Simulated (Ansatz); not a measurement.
**Cu (omega (AlB2-type)): energy against volume**

Computed with DFT, LDA (PW92), plane waves (420 eV) with PAW, scalar-relativistic (Ansatz). The PAW files were generated under PBE, with cores re-solved for the functional.

The cell is scaled uniformly from the relaxed one, with fractional coordinates and shape fixed. Energies are extrapolated to zero smearing, pressures are those at the given smearing. Magnetic state: spin not included.

A Birch-Murnaghan fit gives V₀ = 11.08 Å³/atom, B₀ = 181 GPa, B₀′ = 5.0.

What are the energy above the minimum and the pressure at 9.749 Å³/atom?

116.2 meV/atom and 31.83 GPa as computed.

What are the energy above the minimum and the pressure at 11.965 Å³/atom?

34.4 meV/atom and -11.48 GPa as computed.

What are the energy above the minimum and the pressure at 12.408 Å³/atom?

71.9 meV/atom and -15.43 GPa as computed.
